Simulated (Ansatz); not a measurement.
GaSb (NiAs type, P6_3/mmc), plane-wave PAW PBE (Ansatz code), all energies at zero smearing, with the estimated change up to a 700 eV cutoff added, with one set of potentials and settings (totals compare only within such a set). Cell of 4 atoms (2 Ga, 2 Sb): -20534.791 eV.

```
element            reference phase  E (eV/atom)
-------  -------------------------  -----------
Ga       Cmce, 4 atoms in the cell   -3783.0209
Sb       R-3m, 2 atoms in the cell   -6484.4916
```

Formation energy per atom, worked out: (-20534.791 − 2×(-3783.0209) − 2×(-6484.4916))/4 = 0.058 eV/atom (6 kJ per mol of atoms), at 0 K, without zero-point energy or fitted corrections.

The start of the workflow was typed in or built on a structure type; neither database checked (COD, Materials Project) lists it. It is not the phase usual at ambient conditions (space group No. 216). The cell was relaxed with PBE under the symmetry of its start; whether a distortion lowers the energy is not shown. The references are the lowest solids computed at this level, not always the standard phases. Spin–orbit coupling is left out wherever it is not named.

Potentials: the later of the program's two PAW sets.
